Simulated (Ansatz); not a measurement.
WS in space group P-6m2 (No. 187; W on 1a, S on 1d) under volume change, r²SCAN in the plane-wave PAW code Ansatz, shape and atoms relaxed at each volume.

| V (Å³/atom) | E − E(relaxed) (meV/atom) | P (GPa) |
|---|---|---|
| 13.097 | 98.5 | 26.37 |
| 13.529 | 41.6 | 16.09 |
| 13.961 | 9.9 | 7.58 |
| 14.393 | 0.0 | 0.00 |
| 14.825 | 8.9 | -6.41 |
| 15.256 | 33.3 | -11.64 |
| 15.688 | 71.0 | -16.22 |

What does a third-order Birch–Murnaghan fit give for V₀, B₀ and B′?

V₀ = 14.39 Å³/atom, B₀ = 228 GPa, B′ = 4.3.

The start of the workflow was typed in or built on a structure type; neither database checked (COD, Materials Project) lists it. Its standing as an ambient phase is unchecked. The cell was relaxed with r²SCAN under the symmetry of its start; its stability against distortions is not shown here. The workflow began spin-polarised and lost its moments. Its formation energy is positive at this level, so the cell may be metastable or incomplete. Spin–orbit coupling is left out wherever it is not named.

Potentials: the earlier of the program's two PAW sets.
